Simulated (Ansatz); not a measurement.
All numbers below come from DFT, r2SCAN, plane waves (500 eV) with PAW, scalar-relativistic (Ansatz). The PAW files were generated under PBE, with cores re-solved for the functional.

An element in the diamond structure gives this curve. The cell is scaled uniformly from the relaxed one, with fractional coordinates and shape fixed. Energies are extrapolated to zero smearing, pressures are those at the given smearing. Magnetic state: spin not included.

| V (Å³/atom) | E − E₀ (meV/atom) | P (GPa) |
| --- | --- | --- |
| 29.789 | 38.0 | 3.59 |
| 31.143 | 15.0 | 2.19 |
| 32.497 | 2.9 | 1.00 |
| 33.851 | 0.3 | -0.02 |
| 35.205 | 5.9 | -0.95 |
| 36.559 | 18.8 | -1.83 |
| 37.913 | 38.8 | -2.66 |

Problem. Which element is it?
A. hafnium
B. titanium
C. selenium
D. zirconium

Solution. A. Its fit is V₀ = 33.59 Å³/atom, B₀ = 25 GPa, B₀′ = 2.0.
